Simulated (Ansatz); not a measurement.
Data:

SrHfN₂:
```xyz
4
Lattice="1.6705 0.9645 5.9040 -1.6705 0.9645 5.9040 0.0000 -1.9289 5.9040" Properties=species:S:1:pos:R:3 pbc="T T T"
Sr     0.0000     0.0000     0.0000
Hf     0.0000     0.0000     8.8560
N      0.0000     0.0000     4.1235
N      0.0000     0.0000    13.5885
```

This is the r²SCAN-relaxed structure.

All from r²SCAN (plane waves, PAW; program Ansatz), unless another level is named. Predict the formation energy from the elements (no fitted shifts).

-1.59 eV/atom.

Predict the gap with spin–orbit coupling.

0.59 eV.

Predict the electron effective mass.

0.20, 0.20, 1.2 mₑ (principal values).

What about the conduction-band minimum?

at F (3 equivalent valleys).

Space group R-3m. The workflow started from a Materials Project entry (that database holds measured and hypothetical structures alike); the Crystallography Open Database copy checked does not list it. Its standing as an ambient phase is unchecked. The cell was relaxed with r²SCAN under the symmetry of its start; whether a distortion lowers the energy is not shown. The run is not spin-polarised. The references are the lowest solids computed at this level, not always the standard phases (solids in place of the gases). Scalar-relativistic: spin–orbit coupling is off unless named, which matters more the heavier the elements.

Potentials: the later of the program's two PAW sets.
